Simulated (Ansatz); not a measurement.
# Ti2C under pressure: fit and missing row

Ti2C, Fd-3m, a = 8.549 Å. The structure is a Materials Project entry; whether it is the stable form wasn't checked. Ansatz: PBEsol, PAW, 420 eV, Γ-centred 8×8×8 mesh on 12 atoms, Gaussian smearing 0.10 eV; no spin polarisation. Cell and atoms are relaxed at each pressure, and no other structure is tried, so the rows at high pressure may lie past a change of phase.

```tsv
V (Å³/atom)	P (GPa)
?	24.94
12.147	11.94
12.692	3.99
12.930	1.00
13.017	-0.03
13.104	-1.00
```

Task: Take V0 = 13.017 Å³/atom, count pressures from its P0 = -0.03 GPa, fit the third-order Birch–Murnaghan form to the other rows, and predict the missing volume.

Result: With the Eulerian strain f = ½[(V0/V)^(2/3) − 1] and y = (P − P0)/[3f(1 + 2f)^(5/2)], the form is the line y = B0 + 1.5 B0 (B0′ − 4) f. Rows (f, y): 0.02360, 150.7; 0.00850, 151.1; 0.00224, 151.6; -0.00222, 147.3. Means f = 0.008030, y = 150.18; Σ(Δf)² = 0.0003812, ΣΔfΔy = 0.02983; the slope is their ratio. y = 149.5 + 78.24 f GPa, so B0 = 149.5 GPa and B0′ = 4 + 2 × (78.24)/(3 × 149.5) = 4.35. P = 24.94 GPa is met at f = 0.04406 (y = 152.95), so V = V0 (1 + 2f)^(−3/2) = 11.468 Å³/atom. The run gave 11.437 Å³/atom, so the fit is 0.031 Å³/atom too high, 1.9 % of the span of the series, against an rms of 0.002 Å³/atom on the fitted rows. The row lies outside the fitted range. The row closest to V0 fixes y poorly, since a few hundredths of a GPa are divided by a small f; without it the line misses by less than half as much. With a term in f² added B0′ becomes 6.15, so this figure hangs on the form.